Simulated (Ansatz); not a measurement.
How far do frozen cores hold at 0.4 of the volume?

Ansatz 0.2.0 under PBEsol, scalar-relativistic: all-electron LAPW against the default frozen-core PAW files (made under PBE) and norm-conserving files, on the same cells and meshes. Each crystal is compressed to 0.4 of its own relaxed volume, with k spacings near 0.17 Å⁻¹ and smearing of 0.05 to 0.1 eV; spin polarisation is left out. The structure types needn't be the stable ones.

Question: For which of Ti (hcp), Ir (sc), Tl (diamond), Nb (fcc) does the PAW pressure depart most from LAPW, and by how much?

Answer: Ir (sc), by +0.84 %. All values:

| crystal | V (Å³/atom) | P LAPW (GPa) | PAW − LAPW (%) | energy rise, PAW − LAPW (meV/atom) | norm-conserving − LAPW (%) |
| --- | --- | --- | --- | --- | --- |
| Ti (hcp) | 6.69 | 426.0 | -0.56 | -15 | -1.21 |
| Ir (sc) | 6.56 | 2093 | 0.84 | 134 | -0.15 |
| Tl (diamond) | 16.27 | 222.4 | -0.21 | -6 | 0.64 |
| Nb (fcc) | 7.26 | 819.9 | -0.32 | -27 | 0.68 |
